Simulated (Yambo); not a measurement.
G0W0@LDA for Rb2ScAgF6 (space group Fm-3m, No. 225) in Yambo. Reference settings: 2×2×2 Γ-centred k mesh, bands 6 to 273 and a 7 Ry block in the screening, 273 bands in G with the Bruneval-Gonze terminator, plasmon pole fitted at 27.2 eV. The LDA gap L → Γ on this mesh is 2.96 eV; G0W0 gaps are taken between the same points.

Gap (L → Γ) in eV against the number of bands and the screening block, terminator on:

| bands (W and G) | 2 Ry | 3 Ry | 4 Ry | 6 Ry | 7 Ry |
|---|---|---|---|---|---|
| 79 | 7.867 | 7.583 | 7.485 | 7.496 | 7.493 |
| 113 | 7.271 | 6.989 | 6.912 | 6.872 | 6.868 |
| 158 | 7.037 | 6.724 | 6.657 | 6.631 | 6.639 |
| 216 | 6.943 | 6.620 | 6.552 | 6.534 | 6.553 |
| 273 | 6.922 | 6.583 | 6.520 | 6.517 | 6.528 |

Rough cost of the Yambo step against the reference (shared machines):

```csv
bands (W and G),2 Ry,3 Ry,4 Ry,6 Ry,7 Ry
79,1/7,1/8,1/8,1/5,1/5
113,1/4,1/4,1/4,1/4,1/4
158,1/3,1/3,1/3,1/3,1/3
216,1/2,~1,~1,~1,~1
273,~1,~1,~1,~1,1
```

At the largest block the last step in bands moves the gap by -0.025 eV; at the most bands the last step in the block moves it by 0.011 eV.

Spin-orbit splittings are left out.

Geometry of the Materials Project entry, not relaxed at this level; primitive cell a = 6.354 Å, b = 6.354 Å, c = 6.354 Å, α = 60.00°, β = 60.00°, γ = 60.00°.

The structure is a Materials Project entry; no match was found in the copy of COD used, and its stability was not checked.
